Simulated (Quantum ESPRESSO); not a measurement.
W2Al4TiIr, input and log of a self-consistent run

A calculation, not a measurement. The program is pw.x of Quantum ESPRESSO 7.5 (plane-wave density functional theory). The cell is made up: eight metal atoms on a hexagonal close-packed lattice, with elements, volume, strain and displacements drawn at random and not relaxed, so it may be unstable or far from any real phase. PseudoDojo standard norm-conserving files set the functional (PBE unless stated); there is no spin polarisation or spin-orbit coupling, the Fermi-Dirac width of 0.25 eV means electrons at about 2900 K, and the masses in the input are unused placeholders. Heavy elements are run without spin-orbit coupling, which real alloys of them have. A spin test at this wide smearing found no moment, but such smearing suppresses magnetism that the real alloy may have.

Input:

```
&control calculation='scf', pseudo_dir='./dojo.nc.sr.pbe.v0_5.standard.upf', outdir='./o', disk_io='minimal', tprnfor=.true., tstress=.true. /
&system ibrav=0, nat=8, ntyp=4, nbnd=48, ecutwfc=84.00895049, nosym=.true., tot_charge=0,
 occupations='smearing', smearing='fd', degauss=0.0183746611
/
&electrons conv_thr=1.470e-08, electron_maxstep=70, mixing_beta=0.5 /
ATOMIC_SPECIES
Al 1.0 Al.upf
Ir 1.0 Ir.upf
Ti 1.0 Ti.upf
W 1.0 W.upf
CELL_PARAMETERS angstrom
2.8457 -0.0128 4.5805
2.8318 -0.0103 -4.5717
-2.8588 5.0037 -0.0058
ATOMIC_POSITIONS angstrom
W 0.0138 -0.0235 -0.0108
Al -1.4512 2.4667 -0.0525
Al 2.8227 1.6138 -2.3084
W 1.3793 4.1669 -2.278
Al 2.7662 -0.0711 0.0612
Ti 1.4064 2.5242 0.0396
Ir 2.8987 1.6125 2.3138
Al 1.3378 4.1653 2.3164
K_POINTS automatic
5 5 5 1 1 1
```

The log is shortened where brackets say so; the opening notice, blank lines, dates and the lines on written files are dropped, and the path of the files is cut. It prints rydbergs, bohrs and kilobars, and counts compression as positive stress. Its total energy is the free energy E - TS of the whole cell.

```
     Program PWSCF v.7.5
     Parallel version (MPI & OpenMP), running on       4 processor cores
     Number of MPI processes:                 4
     Threads/MPI process:                     1
     [start-up lines left out]
     bravais-lattice index     =            0
     lattice parameter (alat)  =      10.1904  a.u.
     unit-cell volume          =     875.2432 (a.u.)^3
     number of atoms/cell      =            8
     number of atomic types    =            4
     number of electrons       =        69.00
     number of Kohn-Sham states=           48
     kinetic-energy cutoff     =      84.0090  Ry
     charge density cutoff     =     336.0358  Ry
     scf convergence threshold =      1.5E-08
     mixing beta               =       0.5000
     number of iterations used =            8  plain     mixing
     Exchange-correlation= PBE
                           (   1   4   3   4   0   0   0)
     [axes and pseudopotential details left out]
   Cartesian axes
     site n.     atom                  positions (alat units)
         1        W      tau(   1) = (   0.0025591  -0.0043579  -0.0020028  )
         2        Al     tau(   2) = (  -0.2691141   0.4574309  -0.0097357  )
         3        Al     tau(   3) = (   0.5234484   0.2992670  -0.4280753  )
         4        W      tau(   4) = (   0.2557808   0.7727201  -0.4224379  )
         5        Al     tau(   5) = (   0.5129709  -0.0131850   0.0113491  )
         6        Ti     tau(   6) = (   0.2608062   0.4680938   0.0073435  )
         7        Ir     tau(   7) = (   0.5375420   0.2990259   0.4290767  )
         8        Al     tau(   8) = (   0.2480849   0.7724234   0.4295589  )
     number of k points=    63  Fermi-Dirac smearing, width (Ry)=  0.0184
                       cart. coord. in units 2pi/alat
        k(    1) = (   0.1908432   0.2168060  -0.0002306), wk =   0.0320000
        k(    2) = (   0.1917221   0.4328490  -0.0001729), wk =   0.0320000
     [further k points left out]
     Dense  grid:    91105 G-vectors     FFT dimensions: (  60,  60,  64)
     Estimated max dynamical RAM per process >     284.08 MB
     Estimated total dynamical RAM >       1.04 GB
     Initial potential from superposition of free atoms
     starting charge      68.9874, renormalised to      69.0000
     Starting wfcs are   56 randomized atomic wfcs
     total cpu time spent up to now is        4.7 secs
     per-process dynamical memory:   221.3 Mb
     Self-consistent Calculation
     iteration #  1     ecut=    84.01 Ry     beta= 0.50
     Davidson diagonalization with overlap
     ethr =  1.00E-02,  avg # of iterations =  3.5
     Threshold (ethr) on eigenvalues was too large:
     Diagonalizing with lowered threshold
     Davidson diagonalization with overlap
     ethr =  2.99E-04,  avg # of iterations =  4.9
     total cpu time spent up to now is       24.9 secs
     total energy              =    -671.04660790 Ry
     estimated scf accuracy    <       0.22256957 Ry
     iteration #  2     ecut=    84.01 Ry     beta= 0.50
     Davidson diagonalization with overlap
     ethr =  3.23E-04,  avg # of iterations =  2.4
     total cpu time spent up to now is       34.3 secs
     total energy              =    -670.97244122 Ry
     estimated scf accuracy    <       0.88830769 Ry
     iteration #  3     ecut=    84.01 Ry     beta= 0.50
     Davidson diagonalization with overlap
     ethr =  3.23E-04,  avg # of iterations =  2.0
     total cpu time spent up to now is       43.0 secs
     total energy              =    -671.08352190 Ry
     estimated scf accuracy    <       0.13109527 Ry
     iteration #  4     ecut=    84.01 Ry     beta= 0.50
     Davidson diagonalization with overlap
     ethr =  1.90E-04,  avg # of iterations =  1.4
     total cpu time spent up to now is       50.7 secs
     total energy              =    -671.08347207 Ry
     estimated scf accuracy    <       0.16739775 Ry
     iteration #  5     ecut=    84.01 Ry     beta= 0.50
     Davidson diagonalization with overlap
     ethr =  1.90E-04,  avg # of iterations =  1.0
     total cpu time spent up to now is       58.1 secs
     total energy              =    -671.09808138 Ry
     estimated scf accuracy    <       0.00647438 Ry
     [iterations 6 to 7 left out]
     iteration #  8     ecut=    84.01 Ry     beta= 0.50
     Davidson diagonalization with overlap
     ethr =  2.01E-07,  avg # of iterations =  2.2
     total cpu time spent up to now is       87.4 secs
     total energy              =    -671.09941312 Ry
     estimated scf accuracy    <       0.00001711 Ry
     iteration #  9     ecut=    84.01 Ry     beta= 0.50
     Davidson diagonalization with overlap
     ethr =  2.48E-08,  avg # of iterations =  3.9
     total cpu time spent up to now is       96.8 secs
     total energy              =    -671.09941632 Ry
     estimated scf accuracy    <       0.00000278 Ry
     iteration # 10     ecut=    84.01 Ry     beta= 0.50
     Davidson diagonalization with overlap
     ethr =  4.03E-09,  avg # of iterations =  3.6
     total cpu time spent up to now is      106.4 secs
     total energy              =    -671.09941668 Ry
     estimated scf accuracy    <       0.00000575 Ry
     iteration # 11     ecut=    84.01 Ry     beta= 0.50
     Davidson diagonalization with overlap
     ethr =  4.03E-09,  avg # of iterations =  1.4
     total cpu time spent up to now is      114.1 secs
     total energy              =    -671.09941718 Ry
     estimated scf accuracy    <       0.00000010 Ry
     iteration # 12     ecut=    84.01 Ry     beta= 0.50
     Davidson diagonalization with overlap
     ethr =  1.48E-10,  avg # of iterations =  4.2
     total cpu time spent up to now is      124.1 secs
     End of self-consistent calculation
     [lines on levels left out]
!    total energy              =    -671.09941720 Ry
     estimated scf accuracy    <       0.00000001 Ry
     smearing contrib. (-TS)   =      -0.09981239 Ry
     internal energy E=F+TS    =    -670.99960481 Ry
     The total energy is F=E-TS. E is the sum of the following terms:
     one-electron contribution =    -263.48718640 Ry
     hartree contribution      =     158.16053044 Ry
     xc contribution           =    -136.05693072 Ry
     ewald contribution        =    -429.61601812 Ry
     convergence has been achieved in  12 iterations
     Forces acting on atoms (cartesian axes, Ry/au):
     atom    1 type  4   force =    -0.00106254   -0.02046795    0.01757718
     atom    2 type  1   force =     0.00231977   -0.01509275    0.01930429
     atom    3 type  1   force =    -0.01193070   -0.00484872    0.00108817
     atom    4 type  4   force =    -0.03084045   -0.00683224   -0.02560762
     atom    5 type  1   force =     0.02164408    0.02315998   -0.00512307
     atom    6 type  3   force =     0.01119531   -0.01046379    0.00238264
     atom    7 type  2   force =    -0.01113803    0.02585572   -0.00163135
     atom    8 type  1   force =     0.01981255    0.00868975   -0.00799023
     Total force =     0.075856     Total SCF correction =     0.000265
     Computing stress (Cartesian axis) and pressure
          total   stress  (Ry/bohr**3)                   (kbar)     P=      -65.05
  -0.00059020   0.00015967   0.00004944          -86.82       23.49        7.27
   0.00015967  -0.00046003  -0.00015578           23.49      -67.67      -22.92
   0.00004944  -0.00015578  -0.00027645            7.27      -22.92      -40.67
     init_run     :      4.39s CPU      4.57s WALL (       1 calls)
     electrons    :    118.72s CPU    119.36s WALL (       1 calls)
     forces       :      1.83s CPU      1.85s WALL (       1 calls)
     stress       :      6.05s CPU      6.26s WALL (       1 calls)
     [timing details left out]
     PWSCF        :   2m11.18s CPU   2m12.26s WALL
     JOB DONE.
```

In other units: free energy -9130.773 eV for the cell, pressure -6.51 GPa, largest force component 0.793 eV/Å in size. The run took 134 s of wall time with four MPI processes on a shared machine (Intel Xeon, 2023 or later, virtual cores), so the time is rough. A rerun of this cell at a higher cutoff and on a denser mesh moved values by no more than 0.002 eV in energy, 0.05 GPa in stress and 0.003 eV/Å in force, and a second program with other atomic files agreed on that cell to 2 % rms in force and 0.5 GPa in pressure.